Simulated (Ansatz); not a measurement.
BaTiO₃:
Space group Amm2 (No. 38); a = 3.964 Å, b = 5.716 Å, c = 5.748 Å, α = 90.00°, β = 90.00°, γ = 90.00°

```
atom  site  symmetry       x       y       z
----  ----  --------  ------  ------  ------
Ba      2a       mm2  0.0000  0.0000  0.9950
Ti      2b       mm2  0.5000  0.5000  0.9795
O       4e       m..  0.5000  0.2430  0.2663
O       2a       mm2  0.0000  0.0000  0.5130
```
(The calculation used a cell of 5 atoms; values per cell refer to that cell.)

Relaxed with r²SCAN. The program Ansatz at the r²SCAN level (PAW) gives a gap of 2.66 eV.

Problem. What gap does HSE06 give on the same cell (Ansatz, PAW)?

Solution. 3.74 eV, 1.09 eV more. The hybrid was solved on a coarser mesh and at special points; its gap is the smallest among all of these.

Cost on shared cores: the r²SCAN run (SCF on a 7×7×7 mesh, then bands and DOS) about 70 core-seconds (a rough figure), the HSE06 run (SCF on 4×4×4, then a few points) roughly 40 core-seconds; the tasks are unlike.

This is a known low-temperature phase of the composition, computed here at zero pressure and temperature. The cell was relaxed with r²SCAN under the symmetry of its start; whether a distortion lowers the energy is not shown. No spin polarisation was allowed. Scalar-relativistic: spin–orbit coupling is off unless named, which matters more the heavier the elements.

Potentials: the later of the program's two PAW sets.
